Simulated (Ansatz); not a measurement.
Data:

Si:
Space group P6₃/mmc (No. 194); a = b = 3.802 Å, c = 6.289 Å, α = β = 90.00°, γ = 120.00°

```
atom  site  symmetry       x       y       z
----  ----  --------  ------  ------  ------
Si      4f       3m.  0.3333  0.6667  0.0630
```

This is the LDA-relaxed structure.

Task: All from LDA in the plane-wave PAW code Ansatz, unless another level is named. Predict the band gap.

Result: 0.27 eV (indirect).

Task: And the smallest direct gap on the standard path?

Result: 0.98 eV.

Task: Next, the valence-band maximum?

Result: at Γ.

Task: What about the conduction-band minimum?

Result: at M (3 equivalent valleys).

Space group P6_3/mmc. The first step of the workflow began from a Materials Project structure, measured or hypothetical; the Crystallography Open Database copy checked does not list it. It is not the phase usual at ambient conditions (space group No. 227). The LDA relaxation kept the symmetry of its start; its stability against distortions is not shown here.

Potentials: the later of the program's two PAW sets.
